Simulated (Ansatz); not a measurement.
# CdGe3: reading a single point

```xyz
4
Lattice="4.0360 0.0000 0.0000 0.0000 4.0360 0.0000 0.0000 0.0000 4.0576" Properties=species:S:1:pos:R:3 pbc="T T T"
Ge    0.0000    2.0180    2.0288
Ge    2.0180    0.0000    2.0288
Cd    0.0000    0.0000    0.0000
Ge    2.0180    2.0180    0.0000
```

The numbers come from plane-wave PAW DFT (Ansatz): PBE, no spin polarisation, 420 eV, 8×8×8 Γ-centred k points, fermi-dirac occupations (width 0.1 eV). Nothing was relaxed.

Problem. Is the cell too large or too small?

Solution. The pressure is 22.1 GPa (compression positive), so with the atoms held at these fractions the cell would first expand.

Problem. Describe some of the short contacts.

Solution. Ge–Ge at 2.85 Å: least valence density 0.24 e/Å³ and ELF 0.38 there. Cd–Ge at 2.85 Å: least valence density 0.24 e/Å³ and ELF 0.27 there. Both are smooth PAW fields, read partly inside the augmentation spheres.

Problem. What is the formation energy?

Solution. 0.52 eV an atom against the elements' usual phases (free molecules for gases, crystals otherwise, with no correction for O₂ or N₂), so at this geometry it isn't bound against them. Relaxing would lower it.

Problem. Is there a gap?

Solution. It is a metal, with about 1.9 states/eV a cell as the mean within 0.25 eV of the Fermi level, mostly Ge p (65 %) and Ge s (16 %).

Origin: a known structure type with other elements, at an estimated volume, so it need not be a known compound. Caveats: atoms or cell far from equilibrium.
